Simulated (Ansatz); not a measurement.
Nb (bcc (W type)), relaxed and computed with several functionals in Ansatz (plane waves, PAW). Much of their spread follows the volume that each gives.

```csv
functional,V (Å³/atom),B₀ by P(V) fit (GPa)
LDA,17.13,187
PBE+D3(BJ),17.43,179
PBE,18.11,168
r²SCAN,18.00,172
r²SCAN+D4,17.91,174
PBEsol,17.48,?
```

Task: Fit a straight line to ln B₀ against ln V and predict the withheld value.

Result: Least squares on the 5 shown rows: ln B₀ = -1.70 × ln V + (10.056), with a scatter of 1 %. For PBEsol this gives 180. The run itself gave 181, within the scatter.

All cells were relaxed under the symmetry of their starts (and spin orders); stability against distortions was not tested throughout. Rows with no word on spin ran without spin polarisation. Spin–orbit coupling is left out wherever it is not named.

Potentials: the later of the program's two PAW sets.

Ansatz (an electronic-structure program) is a plane-wave DFT program.
